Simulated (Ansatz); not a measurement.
Ta₃Sn (A15, Cr3Si type)

```yaml
crystal:
  lattice:
    - [5.21870, 0.00000, 0.00000]
    - [0.00000, 5.21870, 0.00000]
    - [0.00000, 0.00000, 5.21870]
  atoms:
    - { symbol: Ta, position: [0.25000, 0.00000, 0.50000] }
    - { symbol: Ta, position: [0.75000, 0.00000, 0.50000] }
    - { symbol: Ta, position: [0.50000, 0.75000, 0.00000] }
    - { symbol: Ta, position: [0.50000, 0.25000, 0.00000] }
    - { symbol: Ta, position: [0.00000, 0.50000, 0.75000] }
    - { symbol: Ta, position: [0.00000, 0.50000, 0.25000] }
    - { symbol: Sn, position: [0.00000, 0.00000, 0.00000] }
    - { symbol: Sn, position: [0.50000, 0.50000, 0.50000] }
```

The slice is a {100} plane (indices of the conventional cell) through the point (0.000, 0.000, 0.000) (fractional), spanned by u = [100] and v = [010] in vectors of this cell: u (5.22 Å) and v (5.22 Å, at 90° to u). It covers one period; positions are fractions (u, v).

All values below come from LDA (plane waves to 420 eV, PAW, scalar-relativistic; Ansatz, a first-principles code). k mesh 9×9×9. These are valence fields of a PAW run, semicore shells included where kept as valence: close to a nucleus they are smooth pseudo fields. Spin-orbit coupling is left out, though Ta is heavy. Ta3Sn is run without spin polarisation. Ta3Sn was relaxed with its symmetry unable to fall.

Three fields on this plane, each scaled to ten steps between its own extremes (0 low, 9 high; the total valence density on a logarithmic scale, the potential cut 8 eV below its top; x marks points blanked near nuclei; v = 0 in the bottom row):

Map A
```
|xxxxx455323343323554xxxx|
|xxxxx45201xxxxx10254xxxx|
|xxxx34300xxxxxxx00343xxx|
|xxx44410xxxxxxxxx01444xx|
|44456410xxxxxxxxx0146544|
|66676410xxxxxxxxx0146766|
|66677520xxxxxxxxx0257766|
|55567630xxxxxxxxx0367655|
|445677521xxxxxxx12577654|
|4456787522xxxxx225787654|
|445679985333433358997654|
|445579997554445579997554|
|445679985333433358997654|
|4456787522xxxxx225787654|
|445677521xxxxxxx12577654|
|55567630xxxxxxxxx0367655|
|66677520xxxxxxxxx0257766|
|66676410xxxxxxxxx0146766|
|44456410xxxxxxxxx0146544|
|xxx44410xxxxxxxxx01444xx|
|xxxx34300xxxxxxx00343xxx|
|xxxxx45201xxxxx10254xxxx|
|xxxxx455323343323554xxxx|
|xxxxx466544444445664xxxx|
```

Map B
```
|xxxxx035410000014530xxxx|
|xxxxx03310xxxxx01330xxxx|
|xxxx02310xxxxxxx01320xxx|
|xxx02430xxxxxxxxx03420xx|
|00035630xxxxxxxxx0365300|
|34577730xxxxxxxxx0377754|
|66788740xxxxxxxxx0478876|
|56788850xxxxxxxxx0588876|
|345788730xxxxxxx03788754|
|1246898620xxxxx026898642|
|002579986200000268997520|
|002479997420002479997420|
|002579986200000268997520|
|1246898620xxxxx026898642|
|345788730xxxxxxx03788754|
|56788850xxxxxxxxx0588876|
|66788740xxxxxxxxx0478876|
|34577730xxxxxxxxx0377754|
|00035630xxxxxxxxx0365300|
|xxx02430xxxxxxxxx03420xx|
|xxxx02310xxxxxxx01320xxx|
|xxxxx03310xxxxx01330xxxx|
|xxxxx035410000014530xxxx|
|xxxxx036531000135630xxxx|
```

Map C
```
|xxxxx621246999642126xxxx|
|xxxxx42137xxxxx73124xxxx|
|xxxx63126xxxxxxx62136xxx|
|xxx63113xxxxxxxxx31136xx|
|66431015xxxxxxxxx5101346|
|32210015xxxxxxxxx5100122|
|11100015xxxxxxxxx5100011|
|21100003xxxxxxxxx3000011|
|332100026xxxxxxx62000123|
|5432100137xxxxx731001234|
|765321012479997421012356|
|775321112357775321112357|
|765321012479997421012356|
|5432100137xxxxx731001234|
|332100026xxxxxxx62000123|
|21100003xxxxxxxxx3000011|
|11100015xxxxxxxxx5100011|
|32210015xxxxxxxxx5100122|
|66431015xxxxxxxxx5101346|
|xxx63113xxxxxxxxx31136xx|
|xxxx63126xxxxxxx62136xxx|
|xxxxx42137xxxxx73124xxxx|
|xxxxx621246999642126xxxx|
|xxxxx631235777532136xxxx|
```

Task: Assign the maps to these fields: electron localisation function (ELF); valence electron density; electrostatic potential energy of an electron, from the cell's mean.

Result: A is the electron localisation function (ELF); B is the electrostatic potential energy of an electron, from the cell's mean; C is the valence electron density.
